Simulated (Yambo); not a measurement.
BN (rhombohedral, space group R3m, No. 160), G0W0@LDA in Yambo (6×6×6 mesh, plasmon pole; 14 Ry block, no terminator). The number N of bands in W and G is varied.

| N | x = 1/N | gap (0, 0.333, -0.333) → F (eV) | shift of the valence edge (eV) |
|---|---|---|---|
| 23 | 0.04348 | 5.719 | -0.388 |
| 36 | 0.02778 | 5.739 | -0.592 |
| 51 | 0.01961 | 5.775 | -0.724 |
| 68 | 0.01471 | ? | ? |

### Question
Basis-set arguments suggest E = E∞ + A x. Fix A and E∞ from the two rows above the withheld one, predict the row at 68 bands, and test the form.

### Answer
Gap: A = (5.775 − (5.739))/(0.01961 − 0.02778) = -4.41, E∞ = 5.861 eV, so 5.797 eV is predicted; the run gave 5.805 eV (miss 8 meV). The first two rows have slope -1.27, so the form doesn't hold yet over the whole range. Shift: A = (-0.724 − (-0.592))/(0.01961 − 0.02778) = 16.2, E∞ = -1.041 eV, so -0.803 eV is predicted; the run gave -0.812 eV (miss 9 meV). The first two rows have slope 13.0, so the form doesn't hold yet over the whole range. The other settings are held fixed.

Geometry of the Materials Project entry, not relaxed at this level; primitive cell a = 3.669 Å, b = 3.669 Å, c = 3.669 Å, α = 39.87°, β = 39.87°, γ = 39.87°.

This is not the ordinary phase of the substance; no match was found in the copy of COD used, and its stability was not checked.

A shift is the quasiparticle energy of the state minus its LDA energy.

The distance between layers or molecules is the database entry's, not relaxed here. Functionals without dispersion can leave it too large, which widens gaps and weakens the response across layers: the numbers belong to this cell.
